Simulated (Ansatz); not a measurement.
TaSi2:
```yaml
crystal:
  lattice:
    - [4.80652, 0.00000, 0.00000]
    - [-2.40326, 4.16256, 0.00000]
    - [0.00000, 0.00000, 6.59484]
  atoms:
    - { symbol: Ta, position: [0.00000, 0.50000, 0.16667] }
    - { symbol: Ta, position: [0.50000, 0.00000, 0.50000] }
    - { symbol: Ta, position: [0.50000, 0.50000, 0.83333] }
    - { symbol: Si, position: [0.84124, 0.68248, 0.50000] }
    - { symbol: Si, position: [0.15876, 0.84124, 0.83333] }
    - { symbol: Si, position: [0.31752, 0.15876, 0.16667] }
    - { symbol: Si, position: [0.15876, 0.31752, 0.50000] }
    - { symbol: Si, position: [0.84124, 0.15876, 0.83333] }
    - { symbol: Si, position: [0.68248, 0.84124, 0.16667] }
```

Relaxed with PBE. Special points in fractions of this cell's reciprocal vectors: Γ (0.000, 0.000, 0.000); M (0.500, 0.000, 0.000); K (0.333, 0.333, 0.000); A (0.000, 0.000, 0.500); L (0.500, 0.000, 0.500); H (0.333, 0.333, 0.500).

List the band energies nearest the Fermi level at these points for DFT-PBE in the program Ansatz with PAW potentials.

In eV from the Fermi level; about four levels below and three above (degenerate sets whole), none deeper than 8.9 eV; points with the same levels are listed once.

```json
[
 {"k": "Γ", "below": "-2.47 -2.18 -2.18 -1.51", "above": "0.72 2.91 2.91"},
 {"k": "M", "below": "-1.09 -0.75 -0.10 -0.08", "above": "0.84 1.12 1.49"},
 {"k": "K", "below": "-1.94 -1.94 -1.75 -1.72 -1.72", "above": "0.32 0.32 0.53"},
 {"k": "A", "below": "-2.22 -2.07 -1.81 -1.81", "above": "1.11 1.11 2.50 2.50"},
 {"k": "L", "below": "-2.04 -2.03 -1.85 -0.70 -0.30", "above": "1.50 1.89 2.45"},
 {"k": "H", "below": "-0.77 -0.77 -0.17 -0.17", "above": "0.91 1.53 1.53"}
]
```

Space group P6_222. The PBE relaxation kept the symmetry of its start. The run is not spin-polarised. Spin–orbit coupling is left out wherever it is not named.

Potentials: the later of the program's two PAW sets.
